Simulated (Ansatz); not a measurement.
SnGe in space group P6_222 (No. 180; Sn on 3c, Ge on 3d), DFT-PBE in the program Ansatz with PAW potentials, all energies at zero smearing, with the estimated change up to a 700 eV cutoff added, with one set of potentials and settings (totals compare only within such a set). Cell of 6 atoms (3 Sn, 3 Ge): -30956.610 eV.

| element | reference phase | E (eV/atom) |
|---|---|---|
| Sn | Fd-3m, 2 atoms in the cell | -6024.2128 |
| Ge | Fd-3m, 2 atoms in the cell | -4294.9847 |

Formation energy per atom, worked out: (-30956.610 − 3×(-6024.2128) − 3×(-4294.9847))/6 = 0.164 eV/atom (16 kJ per mol of atoms), at 0 K, without zero-point energy or fitted corrections.

The cell is a constructed one: a structure type filled with these elements; neither database checked (COD, Materials Project) lists it. Its standing as an ambient phase is unchecked. Symmetry was held in the PBE relaxation; its stability against distortions is not shown here. The references are the lowest solids computed at this level, not always the standard phases. Scalar-relativistic: spin–orbit coupling is off unless named, which matters more the heavier the elements.

Potentials: the later of the program's two PAW sets.
